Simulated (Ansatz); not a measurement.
MgCd3Te4 (P3m1)

Method: DFT PBE, scalar-relativistic, plane waves, PAW in Ansatz.

Plane waves to 420 eV, a k mesh through Γ of 6×6×2 on the computed 8-atom cell and Gaussian smearing (0.02 eV); no spin polarisation.

The structure is relaxed at this level of theory with its symmetry kept, and needn't be the ground state of this composition.

Space group P3m1 (No. 156), trigonal, a = 4.661 Å, c = 15.238 Å. Around Mg lie 4 Te at 2.83 Å; Cd on its first site is surrounded by 4 Te at 2.86–2.87 Å; Cd on its second site has 4 Te at 2.86–2.87 Å; around Cd on its third site lie 4 Te at 2.86–2.87 Å; Te on its first site is surrounded by 4 Cd at 2.86–2.87 Å; Te on its second site has 1 Mg at 2.83 Å and 3 Cd at 2.86 Å; 2 more sites not described.

```json
{
 "Volume per atom": "35.83 Å³",
 "Formation energy from the elements' standard states (uncorrected)": "-0.564 eV/atom",
 "Kohn–Sham band gap": "0.90 eV",
 "Orbital (Löwdin) character of the top 1 eV of the valence band": "Te 5p 93 %, unprojected 4 %",
 "Orbital (Löwdin) character of the lowest 1 eV of the conduction band": "Cd 5s 50 %, Te 5p 28 %, Te 5s 14 %, unprojected 4 %",
 "Electronic dielectric constant xx, yy, zz (independent particles)": "8.2, 8.2, 8.2",
 "Bader charge by site (e)": "Mg (1 in the cell) 1.54, Cd (1 in the cell) 0.53, Cd (1 in the cell) 0.53, Cd (1 in the cell) 0.54, Te (1 in the cell) -0.54, Te (1 in the cell) -0.79, Te (1 in the cell) -1.28, Te (1 in the cell) -0.53"
}
```

Spin-orbit coupling is left out, which matters for the bands of heavy elements.

The cell was found from a structure generator's guess, not taken from experiment. Kohn–Sham gaps at this level usually fall short of measured ones. Löwdin shares on free-atom orbitals overweight diffuse shells in the empty bands.
